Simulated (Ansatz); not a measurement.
**Be₂ZnSe₃: stable or not**

The structure comes from a generated guess, relaxed at this level; another structure or a mixture of phases may lie lower.

Computed with Ansatz, DFT PBE, scalar-relativistic, plane waves, PAW. Settings of the last relaxation (6-atom cell): 420 eV, 8×8×8 k points, Gaussian smearing of 0.02 eV, no spin polarisation.

```xyz
6
Lattice="-1.8872 1.8872 8.1287 1.8872 -1.8872 8.1287 1.8872 1.8872 -8.1287" Properties=species:S:1:pos:R:3 pbc="T T T"
Be    0.0000    0.0000    5.3324
Be    0.0000    0.0000   10.9250
Zn    0.0000    0.0000    0.0000
Se    1.8872    0.0000    6.5769
Se    0.0000    1.8872    4.0644
Se    1.8872    0.0000    1.5518
```

Formation energies are uncorrected and refer to the elements' standard structures at the same level.

Q: These tests were run: energy against the elements; phonons at Γ. What do they show?

A:

| test | result |
| --- | --- |
| energy against the elements | −0.742 eV/atom |
| phonons at Γ | lowest optical mode 85 cm⁻¹ |

It fails none of these tests. Other phases of the system weren't compared here, so this isn't yet thermodynamic stability. Phonons away from Γ weren't computed.

The reference form of Se is held partly by dispersion forces, which this level lacks. The run for the phonons used an 8×8×8 k mesh.
